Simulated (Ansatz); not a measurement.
GaCuSe$_{2}$:
```yaml
crystal:
  lattice:
    - [-2.80401, 2.80401, 5.54887]
    - [2.80401, -2.80401, 5.54887]
    - [2.80401, 2.80401, -5.54887]
  atoms:
    - { symbol: Cu, position: [0.00000, 0.00000, 0.00000] }
    - { symbol: Cu, position: [0.75000, 0.25000, 0.50000] }
    - { symbol: Ga, position: [0.50000, 0.50000, 0.00000] }
    - { symbol: Ga, position: [0.25000, 0.75000, 0.50000] }
    - { symbol: Se, position: [0.37500, 0.37134, 0.49634] }
    - { symbol: Se, position: [0.62866, 0.12500, 0.00366] }
    - { symbol: Se, position: [0.87500, 0.87866, 0.50366] }
    - { symbol: Se, position: [0.12134, 0.62500, 0.99634] }
```

Relaxed with r²SCAN.

### Question
Decompose the optical modes at the zone centre into irreducible representations, and say which are infrared and Raman allowed.

### Answer
Point group -42m: Γ_opt = A1 + 2A2 + 3B1 + 3B2 + 6E. Infrared: B2, E. Raman: A1, B1, B2, E.

### Question
Assign frequencies (DFPT, the program Ansatz at the r²SCAN level (PAW); without the LO–TO term).

### Answer
E 66, B2 83, B1 92, E 96, E 154, B1 174, A2 180, A1 182, B2 190, E 191, A2 201, E 236, B2 240, E 241, B1 245 cm⁻¹.

Subscripts of B labels follow the axes of the standard setting.

Space group I-42d (chalcopyrite). The r²SCAN relaxation kept the symmetry of its start. No spin polarisation was allowed.

Potentials: the later of the program's two PAW sets.
